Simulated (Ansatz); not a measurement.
## Ca2AsI: two-dimensional strain map

The calculation used Ansatz 0.2.0, DFT r2SCAN, scalar-relativistic, plane waves, PAW. Settings: plane waves to 500 eV, k-mesh 6×6×6 (Γ-centred), Gaussian smearing 0.05 eV. No spin polarisation. Energies are free energies at this smearing, counted from the undisturbed cell; pressure is positive in compression.

Reference structure (as given, not relaxed at this level; it stands at -0.2 GPa, and it needn't be the usual structure):

```
CELL_PARAMETERS angstrom
2.19850 1.26930 7.43000
-2.19850 1.26930 7.43000
0.00000 -2.53861 7.43000
ATOMIC_POSITIONS crystal
Ca 0.23130 0.23130 0.23130
Ca 0.76870 0.76870 0.76870
As 0.50000 0.50000 0.50000
I 0.00000 0.00000 0.00000
```

The cell is strained by p along both x and y and by q along z, fractional coordinates fixed. Points are written (p, q).

Energy above the undisturbed cell in meV/atom (a dash: not computed):

```csv
p \ q,-0.050,-0.025,0.000,0.025,0.050
-0.050,93.5,65.7,47.6,38.8,38.5
-0.025,39.5,?,10.0,7.9,13.5
0.000,15.7,3.9,0.0,3.5,14.0
0.025,17.7,12.0,13.4,?,35.9
0.050,?,40.7,46.6,?,76.0
```

Fill in the withheld energies.

(-0.025, -0.025): 20.3; (0.025, 0.025): 21.6; (0.050, -0.050): 41.1; (0.050, 0.025): 58.5.